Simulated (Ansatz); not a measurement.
Method: DFT PBE, scalar-relativistic, plane waves, PAW in Ansatz. All cells share a 420 eV cutoff and Γ-centred k meshes spaced at most about 0.3 Å⁻¹ (about 0.25 or finer for metals, 2π included). No spin polarisation in the final relaxations.

All energies are static (0 K, no zero-point motion).

Compare these two cells of TiTeAs3, each relaxed at this level.

A.

```yaml
crystal:
  lattice:
    - [3.04388, 1.75739, 3.72731]
    - [-3.04388, 1.75739, 3.72731]
    - [0.00000, -3.51477, 3.72731]
  atoms:
    - { symbol: Ti, position: [0.50000, 0.50000, 0.50000] }
    - { symbol: Te, position: [0.00000, 0.00000, 0.00000] }
    - { symbol: As, position: [0.50000, 0.50000, 0.00000] }
    - { symbol: As, position: [0.00000, 0.50000, 0.50000] }
    - { symbol: As, position: [0.50000, 0.00000, 0.50000] }
```

B.

```yaml
crystal:
  lattice:
    - [4.60665, 0.00000, 0.00000]
    - [-2.30333, 3.98948, 0.00000]
    - [0.00000, 0.00000, 6.05237]
  atoms:
    - { symbol: Ti, position: [0.33333, 0.66667, 0.50000] }
    - { symbol: Te, position: [0.66667, 0.33333, 0.00000] }
    - { symbol: As, position: [0.00000, 0.00000, 0.71290] }
    - { symbol: As, position: [0.00000, 0.00000, 0.28710] }
    - { symbol: As, position: [0.66667, 0.33333, 0.50000] }
```

Question: Which form is favoured at zero pressure, and by what margin per atom?

Answer: A is lower, by 146 meV/atom. A has space group R-3m (No. 166), 23.9 Å³/atom and no gap on its mesh; B has space group P-6m2 (No. 187), 22.2 Å³/atom and no gap. Counting As atoms around Te and Ti (those within 1.25 times the shortest such distance or 1.15 times the sum of covalent radii, 1.27 where that leaves under three; a plus sign parts nearer from farther groups; the shortest distance is added where it exceeds 1.18 times the sum of covalent radii), A has Ti 6, Te 6 from 3.0 Å and B has Ti 3+6, Te 8. B holds As–As pairs (shortest 2.58 Å); in A the shortest As–As distance is 3.04 Å. The lower one is the more open, so pressure narrows the difference. Even the lower one lies +0.07 eV/atom against the reference forms of the elements (uncorrected), so neither is stable at this level. In A, Ti is surrounded by 6 As at 2.56 Å; Te has 6 As at 3.04 Å; As is surrounded by 2 Ti at 2.56 Å, 2 Te at 3.04 Å and 4 As at 3.04 Å. In B, Ti has 3 As at 2.66 Å and 6 As at 2.96 Å; Te is surrounded by 8 As at 3.03–3.18 Å; around As on a site of symmetry 3m lie 1 As at 2.58 Å, 3 As at 2.96 Å, 3 Ti at 2.96 Å and 3 Te at 3.18 Å; 1 more site not described. Both come from invented guesses. A third cell relaxed alike, in Pmmm, lies 106 meV/atom below the lower of the two.

Spin–orbit coupling, which can matter for Te, is left out. Cells relaxed within their symmetry can be saddle points.
